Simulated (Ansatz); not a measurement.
**Question.** Each is relaxed and computed with DFT-HSE06 in the program Ansatz with PAW potentials. Which alone has a direct gap?
(A) SiC, wurtzite
(B) GaAs, wurtzite
(C) GaP, P6_222 (Ga on 3c, P on 3d)
(D) BAs, zinc blende

**Answer.** B, GaAs, wurtzite. GaAs: gap 1.29 eV (direct); BAs: gap 1.82 eV (indirect); SiC: gap 3.17 eV (indirect); GaP: gap 0.95 eV (indirect). Constructed cells (a structure type filled with these elements, in neither database checked): GaP, P6_222 (Ga on 3c, P on 3d). Built on a structure type that need not be the filed one of that space group: GaAs, wurtzite. Not the usual ambient phase: GaAs, wurtzite; GaP, P6_222 (Ga on 3c, P on 3d). All cells were relaxed under the symmetry of their starts (and spin orders); stability against distortions was not tested throughout. Scalar-relativistic: spin–orbit coupling is off unless named, which matters more the heavier the elements.

Potentials: the later of the program's two PAW sets.
